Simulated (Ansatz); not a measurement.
Hf2InC in space group P6_3/mmc (No. 194; Hf on 4f, In on 2d, C on 2a) at seven volumes, r²SCAN in the plane-wave PAW code Ansatz, shape and atoms relaxed at each. One row is withheld.

```
V (Å³/atom)  P (GPa)
-----------  -------
16.009         16.04
16.537          9.80
17.064          4.50
17.592          0.00
18.120         -3.83
18.648             ?
19.176         -9.81
```

Q: Fit the shown pressures and predict the withheld one.

A: Third-order Birch–Murnaghan: P = (3/2)B₀(x^(7/2) − x^(5/2))[1 + (3/4)(B′ − 4)(x − 1)] with x = (V₀/V)^(2/3). Least squares on the six rows gives V₀ = 17.592 Å³/atom, B₀ = 137.9 GPa, B′ = 4.45. At V = 18.648, x = 0.9619 and P = -7.06 GPa. The run itself gave -7.08 GPa.

The first step of the workflow began from a Materials Project structure, measured or hypothetical; the Crystallography Open Database copy checked does not list it. Its standing as an ambient phase is unchecked. The cell was relaxed with r²SCAN under the symmetry of its start; its stability against distortions is not shown here. The run is not spin-polarised. Scalar-relativistic: spin–orbit coupling is off unless named, which matters more the heavier the elements.

Potentials: the later of the program's two PAW sets.
